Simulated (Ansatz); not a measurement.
Si3N4 in space group Fd-3m (No. 227; Si on 16c, Si on 8b, N on 32e), DFT-PBE in the program Ansatz with PAW potentials, all energies at zero smearing, with the estimated change up to a 700 eV cutoff added, with one set of potentials and settings (totals compare only within such a set). Cell of 14 atoms (6 Si, 8 N): -6899.835 eV.

```json
[
 {"element": "Si", "reference phase": "Fd-3m, 2 atoms in the cell", "E (eV/atom)": "-635.8114"},
 {"element": "N", "reference phase": "Pa-3, 8 atoms in the cell", "E (eV/atom)": "-384.0342"}
]
```

Formation energy per atom, worked out: (-6899.835 − 6×(-635.8114) − 8×(-384.0342))/14 = -0.907 eV/atom (-87 kJ per mol of atoms), at 0 K, without zero-point energy or fitted corrections.

The cell was relaxed with PBE under the symmetry of its start. The references are the lowest solids computed at this level, not always the standard phases (solids in place of the gases).

Potentials: the earlier of the program's two PAW sets.
